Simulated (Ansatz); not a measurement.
Ag (hcp, Mg type)

```yaml
crystal:
  lattice:
    - [2.90274, 0.00000, 0.00000]
    - [-1.45137, 2.51384, 0.00000]
    - [0.00000, 0.00000, 4.75012]
  atoms:
    - { symbol: Ag, position: [0.33333, 0.66667, 0.25000] }
    - { symbol: Ag, position: [0.66667, 0.33333, 0.75000] }
```

The slice is a (-1 1 0 2) plane (indices of the conventional cell) through the point (0.333, 0.667, 0.250) (fractional), spanned by u = [110] and v = [1 -1 1] in vectors of this cell: u (2.90 Å) and v (6.92 Å, at 90° to u). It covers one period; positions are fractions (u, v).

All values below come from r2SCAN (plane waves to 500 eV, PAW, scalar-relativistic; Ansatz, a program for electronic structure). k mesh 18×18×10. Inside the PAW spheres the values are not all-electron values, and peaks at nuclei hang on which shells count as valence. Ag was relaxed with its symmetry unable to fall. This is one of several known forms of Ag; the measured ambient cells at hand have space group No. 225.

**Question.** What is the ELF at the midpoint of the shortest Ag–Ag line in this plane (2.90 Å)?

**Answer.** 0.2.

**Question.** What is the valence density on the shortest Ag–Ag line in this plane (2.90 Å), at its midpoint?

**Answer.** 0.21 e/Å³.

**Question.** Predict the map of the valence electron density on the slice.

**Answer.** 
```
|99998866442211112244668899|
|88887755332211112233557788|
|77665544221100001122445566|
|44443322111100001111223344|
|22222211110000000011112222|
|11111100000000000000001111|
|00000000001111111100000000|
|00000000111111111111000000|
|00000000111122221111000000|
|00000000112222222211000000|
|00000000111122221111000000|
|00000000111111111111000000|
|11111111111111111111111111|
|22111111111111111111111111|
|33332222111100001111222233|
|55443322111100001111223344|
|66665533221100001122335566|
|77776644221111111122446677|
|77776644221111111122446677|
|77775544221100001122445577|
|66554433221100001122334455|
|44443322110000000011223344|
|22222211110000000011112222|
|11111100000000000000001111|
|11110000000000000000000011|
|11111100000000000000001111|
|22222211000000000000112222|
|44443322110000000011223344|
|77665544221100001122445566|
|88887755332211112233557788|
|99998866442211112244668899|
|99998866442211112244668899|
```
Scale: ten equal steps from -1.02 (start of '0') to 1.32 (end of '9'), in the order '0123456789'. Values: log₁₀ of the valence density in e/Å³. The map has 13 points along u (two characters each, u = 0 at the left) and 32 along v (v = 0 in the bottom row). The scale is logarithmic, as a density can span decades between atoms and voids.
